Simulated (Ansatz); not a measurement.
Re (hcp): a workflow

**What was measured.** A cell as deposited of hexagonal Re (space group P6_3/mmc), temperature not stated, from the Crystallography Open Database (1963), has a, c = 2.761, 4.458 Å and 14.71 Å³/atom.

The computed numbers are results of PBEsol, scalar-relativistic (no spin polarisation) in the plane-wave PAW code Ansatz at 420 eV, 18×18×10 k-mesh, Gaussian smearing of 0.05 eV. The datasets are Ansatz's generated set soft_2.

Starting cell, 0 % under the database's volume:

```
Re
1.0
     2.76000    0.00000    0.00000
    -1.38000    2.39023    0.00000
     0.00000    0.00000    4.45740
Re
2
Cartesian
  0.0000 1.5935 3.3430
  1.3800 0.7967 1.1143
```

The runs in order:

```
run   level    k-mesh                    kind  V (Å³/atom)  P (GPa)  E − E(final) (meV/atom)  gap on the mesh (eV)
  1  PBEsol  18×18×10  cell and atoms relaxed        14.55      0.0                      0.0                 metal
```

The final structure (symmetry read at 0.01 Å). Symmetry: P6_3/mmc, No. 194, hexagonal system. The conventional cell has a = 2.750 Å, b = 2.750 Å, c = 4.445 Å, α = 90.00°, β = 90.00°, γ = 120.00°. Re (site symmetry -6m2) has 12 Re at 2.73 to 2.75 Å as nearest neighbours. (Shells end 15 % past the nearest neighbour.)

At the final geometry the gap, band path included, is zero (metallic). The runs in the table took roughly 0.9 core-minutes.

**Comparison.** The computed cell (2.750, 4.445 Å, 14.55 Å³/atom) differs from the database's by −1.1 % in volume, about −0.4 % in length. PBEsol was built to cure PBE's overestimate of volumes, and the static lattice lacks thermal expansion.

No spin–orbit coupling, a notable omission for heavy elements.
